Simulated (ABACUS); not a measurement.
Input and output of a self-consistent single point for a (110) slab of Si3N4 (cut from a parent of space group no. 176; 28 atoms in the cell) (ABACUS).

Method: ABACUS with PBE, numerical atomic orbitals DZP (confined pseudo-atomic orbitals with Gaussian additions; energy shift 0.01 Ry), PseudoDojo 0.5 standard norm-conserving PBE (tails mended) pseudopotentials.

The change in words: lattice scaled in the plane by 1.03. Reference geometry (P2_1/m):
```xyz
28
Lattice="2.9238 0.0000 0.0000 0.0000 13.2557 0.0000 0.0000 0.0000 20.9872" Properties=species:S:1:pos:R:3 pbc="T T T"
Si     0.7309    12.6336     8.3794
Si     2.1928     7.2500     8.8055
Si     2.1928     4.4741     9.9719
Si     0.7309     2.1537     7.2130
Si     0.7309     1.7824    10.1849
Si     2.1928     4.8455     7.0000
Si     0.7309     6.0057    12.1817
Si     2.1928     0.6222    12.6078
Si     2.1928    11.1020    13.7742
Si     0.7309     8.7816    11.0153
Si     0.7309     8.4102    13.9872
Si     2.1928    11.4734    10.8023
N      0.7309     1.1046     8.5925
N      2.1928     5.5232     8.5925
N      0.7309    11.9258     9.9649
N      2.1928     7.9578     7.2200
N      2.1928    12.1300     7.5715
N      0.7309     7.7536     9.6135
N      0.7309     3.5181    10.0013
N      2.1928     3.1097     7.1837
N      0.7309     7.7325    12.3947
N      2.1928    12.1511    12.3947
N      0.7309     5.2979    13.7672
N      2.1928     1.3299    11.0223
N      2.1928     5.5021    11.3737
N      0.7309     1.1257    13.4158
N      0.7309    10.1460    13.8035
N      2.1928     9.7376    10.9860
```

Reference input (self-consistent single point, DFT, PBE, numerical atomic orbitals DZP (confined pseudo-atomic orbitals with Gaussian additions; energy shift 0.01 Ry), PseudoDojo 0.5 standard norm-conserving PBE (tails mended) pseudopotentials): basis = DZP numerical atomic orbitals, energy shift 0.01 Ry; KPT = Gamma 5 1 1 0 0 0; basis_type = lcao; ecutwfc = 100 Ry; smearing_method = fd; smearing_sigma = 0.00734986 Ry; potentials = PseudoDojo 0.5 standard norm-conserving PBE (tails mended); symmetry = 1; symmetry_prec = 1e-05; ks_solver = genelpa; scf_nmax = 100; scf_thr = 1.0e-07. This run's input differs from it in these lines:

```diff
@@ -33,4 +33,4 @@
 LATTICE_VECTORS
-   2.9237930000    0.0000000000    0.0000000000
-   0.0000000000   13.2557470000    0.0000000000
+   3.0115070000    0.0000000000    0.0000000000
+   0.0000000000   13.6534190000    0.0000000000
    0.0000000000    0.0000000000   20.9872000000
```

The program printed (abridged):

```
 SELF-CONSISTENT
 -------------------------------------------

                  longest orb rcut (Bohr) = 6.9
   longest nonlocal projector rcut (Bohr) = 1.94
                     search radius (Bohr) = 17.7

                          real space grid = [ 40, 180, 256 ]
                                 init_chg = atomic

 LCAO ALGORITHM --------------- ION=   1  ELEC=   1--------------------------------

 Density error is 0.275158579235
 E_KohnSham     -430.9508938271      -5863.3877142411
 E_Fermi        -0.2180998603        -2.9674008332

 LCAO ALGORITHM --------------- ION=   1  ELEC=   2--------------------------------

   [... lines left out ...]

   [... 30 blocks of this kind left out ...]

 LCAO ALGORITHM --------------- ION=   1  ELEC=  33--------------------------------

 Density error is 1.14206691553e-07
 E_KohnSham     -433.2139461459      -5894.1781206494
 E_Fermi        -0.0687323272        -0.9351512871

 LCAO ALGORITHM --------------- ION=   1  ELEC=  34--------------------------------

 Density error is 5.9365909631e-08
 E_KohnSham     -433.2139461563      -5894.1781207916
 E_KS(sigma->0) -433.1968560856      -5893.9455984501
 E_entropy(-TS) -0.0341801415        -0.4650446828
 E_Fermi        -0.0687317106        -0.9351428970
 charge density convergence is achieved
 final etot is -5894.1781208 eV
 EFERMI = -0.93514289695 eV

 STATE ENERGY(eV) AND OCCUPATIONS    NSPIN == 1
   [... 74 lines left out ...]

 TOTAL-FORCE (eV/Angstrom)
                       Si1         0.0000000000        -1.4706177923        -2.4656391456
                       Si2         0.0000000000         0.0976173609        -0.5226197282
                       Si3         0.0000000000        -0.8067840643         0.5698468649
                       Si4         0.0000000000         0.0162575275         1.7062274409
                       Si5         0.0000000000         0.5220065107         1.2548607446
                       Si6         0.0000000000         1.3225154587        -0.9585035143
                       Si7         0.0000000000        -0.0976173609         0.5226197282
   [... lines left out ...]

 TOTAL-STRESS (KBAR)
       -61.9236586596         0.0000000000         0.0000000000
         0.0000000000       -22.7055009123        -4.8617439696
         0.0000000000        -4.8617439696         8.3430629821
 TOTAL-PRESSURE: -25.428699 KBAR

 --------------------------------------------
 !FINAL_ETOT_IS -5894.1781207915555569 eV
 --------------------------------------------
```

The run converged in 34 iterations. Against the reference run the free energy rises by 20.6 meV/atom and the largest force goes from 3.146 to 2.871 eV/Å.

The atom-centred basis is finite, which shifts total energies and forces against plane waves. Forces above 1 eV/Å remain at this geometry, of which the finite basis can carry a part. No dipole correction was used; where the two faces of such a cut differ, images can couple through a dipole. This run is one point of a test of settings, so its values need not be converged; read them against the reference run alone. The bare cut can leave dangling bonds, and the run has no spin polarisation, so a lower magnetic or reconstructed surface may exist. No clean gap shows at this smearing width and mesh (spacing up to 0.46 Å⁻¹); the mesh is coarse for partly filled bands, so the values carry mesh errors.

Cost on one core: very roughly 2.4 core-minutes.

The atomic orbitals were generated for these runs; they are not ABACUS's published sets and were checked against plane waves on a few crystals only.

“Tails mended”: in these copies of the files the far tail of each local potential was reset to the Coulomb form.
